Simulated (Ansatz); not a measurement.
Molecular dynamics on a 2×2×2 supercell (24 atoms) of Sr₂C (antifluorite), relaxed with r2SCAN. Forces come from PBE in Ansatz: Langevin thermostat and barostat (NPT), 1000 K, steps of 1 fs. Computed, non-magnetic; the trajectory is short and the cell small, so nothing here is a converged average. The structure comes from a prototype and may be hypothetical.

```yaml
crystal:
  lattice:
    - [0.0, 6.7202848897, 6.7202848897]
    - [6.7202848897, 0.0, 6.7202848897]
    - [6.7202848897, 6.7202848897, 0.0]
  atoms:
    - { symbol: C, position: [0.0, 0.0, 0.0] }
    - { symbol: Sr, position: [0.125, 0.125, 0.125] }
    - { symbol: Sr, position: [0.375, 0.375, 0.375] }
    - { symbol: C, position: [0.0, 0.0, 0.5] }
    - { symbol: Sr, position: [0.125, 0.125, 0.625] }
    - { symbol: Sr, position: [0.375, 0.375, 0.875] }
    - { symbol: C, position: [0.0, 0.5, 0.0] }
    - { symbol: Sr, position: [0.125, 0.625, 0.125] }
    - { symbol: Sr, position: [0.375, 0.875, 0.375] }
    - { symbol: C, position: [0.0, 0.5, 0.5] }
    - { symbol: Sr, position: [0.125, 0.625, 0.625] }
    - { symbol: Sr, position: [0.375, 0.875, 0.875] }
    - { symbol: C, position: [0.5, 0.0, 0.0] }
    - { symbol: Sr, position: [0.625, 0.125, 0.125] }
    - { symbol: Sr, position: [0.875, 0.375, 0.375] }
    - { symbol: C, position: [0.5, 0.0, 0.5] }
    - { symbol: Sr, position: [0.625, 0.125, 0.625] }
    - { symbol: Sr, position: [0.875, 0.375, 0.875] }
    - { symbol: C, position: [0.5, 0.5, 0.0] }
    - { symbol: Sr, position: [0.625, 0.625, 0.125] }
    - { symbol: Sr, position: [0.875, 0.875, 0.375] }
    - { symbol: C, position: [0.5, 0.5, 0.5] }
    - { symbol: Sr, position: [0.625, 0.625, 0.625] }
    - { symbol: Sr, position: [0.875, 0.875, 0.875] }
kpoints:
  mp_grid: { grid: [2, 2, 2] }
hamiltonian:
  xc: pbe
scf:
  occupations: { method: fermi_dirac, width: 0.086 }
md:
  ensemble: npt_langevin
  temperature: 1000
  timestep: 1.0
  n_steps: 30
  initial_velocities: maxwell_boltzmann
  seed: 1326
```

Command: `ansatz run input.yaml --threads 4 --pin off --max-ram 3686MiB --backend cpu --events-out ev --progress --plain --runs-dir out`.

**Question.** It ran on 4 threads of Arm Neoverse V1, with other jobs on the host. About how long did it take, and how much host memory at the peak?

**Answer.** About 4 min, with a peak of 2.3 GiB.

**Question.** How do temperature and energy develop?

**Answer.** The temperature goes from 958 K to 550 K in 30 fs. The thermostat hasn't had time to restore it. The atoms start on their lattice sites with kinetic energy alone, so much of it first passes into potential energy.
```tsv
step	t (fs)	T (K)	free energy F from step 0 (meV/atom)	kinetic energy (meV/atom)	pressure (GPa)	volume (Å³/atom)	largest force (eV/Å)
0	0	958	0.0	123.9	0.89	25.29	0.00
1	1	975	0.1	126.0	0.90	25.29	0.06
2	2	937	0.5	121.1	0.89	25.29	0.11
3	3	899	1.1	116.2	0.87	25.30	0.18
4	4	928	1.9	119.9	0.89	25.30	0.24
5	5	906	3.0	117.1	0.89	25.31	0.30
6	6	837	4.4	108.2	0.86	25.32	0.37
7	7	867	6.0	112.0	0.89	25.33	0.44
8	8	795	7.8	102.8	0.86	25.35	0.51
9	9	824	9.9	106.5	0.89	25.36	0.58
10	10	828	12.1	107.0	0.91	25.37	0.65
11	11	854	14.5	110.4	0.95	25.39	0.71
12	12	850	17.1	109.9	0.96	25.41	0.78
13	13	874	19.9	112.9	0.99	25.43	0.84
14	14	897	22.8	115.9	1.01	25.46	0.90
15	15	843	25.7	109.0	1.00	25.48	0.96
16	16	828	28.4	107.0	1.00	25.51	1.01
17	17	847	31.1	109.5	1.02	25.53	1.05
18	18	827	33.8	106.9	1.02	25.55	1.09
19	19	746	36.5	96.5	1.00	25.58	1.13
20	20	694	39.1	89.8	0.99	25.59	1.16
21	21	685	41.5	88.6	0.99	25.61	1.19
22	22	658	43.7	85.0	0.98	25.64	1.22
23	23	625	45.8	80.8	0.97	25.65	1.25
24	24	615	48.0	79.5	0.97	25.68	1.28
25	25	616	50.1	79.6	0.97	25.70	1.29
26	26	590	52.1	76.2	0.96	25.73	1.31
27	27	618	54.2	79.9	0.97	25.75	1.33
28	28	621	56.5	80.3	0.98	25.78	1.36
29	29	551	58.6	71.3	0.94	25.80	1.38
30	30	550	60.5	71.1	0.94	25.83	1.40
```

Positions (Å) and forces (eV/Å) at step 30:
```
cell (Å): 0.000 6.768 6.768; 6.768 0.000 6.768; 6.768 6.768 0.000
C    0.289  -0.045  -0.004    -0.337   0.059   0.414
Sr   1.688   1.575   1.806    -0.304  -0.053  -0.484
Sr   5.142   5.073   5.128    -0.291  -0.333  -0.781
C    3.705   3.538  -0.021    -0.579  -0.277   0.425
Sr   5.224   5.108   1.543    -0.257  -0.237   0.662
Sr   8.569   8.472   5.030    -0.544  -0.129   0.282
C    3.615  -0.371   3.123    -0.692   1.127   0.464
Sr   5.112   1.638   5.106     0.368   0.111  -0.166
Sr   8.420   5.256   8.422     0.467  -0.510   0.133
C    6.683   3.230   3.616     0.143   0.130  -0.517
Sr   8.472   5.103   5.145     0.386  -0.516  -0.519
Sr  11.824   8.397   8.415    -0.341   0.197   0.328
C   -0.523   3.262   3.301     1.105   0.145  -0.059
Sr   1.680   5.130   5.105     0.209  -0.119  -0.035
Sr   5.042   8.477   8.516    -0.145   0.089   0.099
C    3.316   6.871   3.479    -0.147  -0.207  -0.351
Sr   5.117   8.424   5.111     0.007   0.200  -0.305
Sr   8.569  11.714   8.511     0.014   0.246  -0.149
C    3.299   3.230   6.512     0.104   0.288   0.514
Sr   5.040   5.056   8.312     0.395  -0.478   0.341
Sr   8.540   8.439  11.938    -0.020   0.203  -0.299
C    6.947   6.664   6.460    -0.089   0.413   0.876
Sr   8.323   8.473   8.430     0.437  -0.055   0.094
Sr  11.838  11.848  11.889     0.111  -0.292  -0.967
```
